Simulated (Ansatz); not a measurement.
BP:
```yaml
crystal:
  lattice:
    - [0.00000, 2.26178, 2.26178]
    - [2.26178, 0.00000, 2.26178]
    - [2.26178, 2.26178, 0.00000]
  atoms:
    - { symbol: B, position: [0.00000, 0.00000, 0.00000] }
    - { symbol: P, position: [0.75000, 0.75000, 0.75000] }
```

Relaxed with HSE06.

**Question.** Give the Bader charges and basin volumes of the independent atoms, plane-wave PAW HSE06 (Ansatz code).

**Answer.** 

```
atom  Bader charge (e)  Bader volume (Å³)
----  ----------------  -----------------
B1               +0.65                6.3
P2               -0.65               16.8
```

Space group F-43m (zinc blende). Symmetry was held in the HSE06 relaxation.

Potentials: the earlier of the program's two PAW sets. The files were generated under PBE; for other functionals the program regenerates the frozen cores, and for LDA and PBEsol the local potential too.
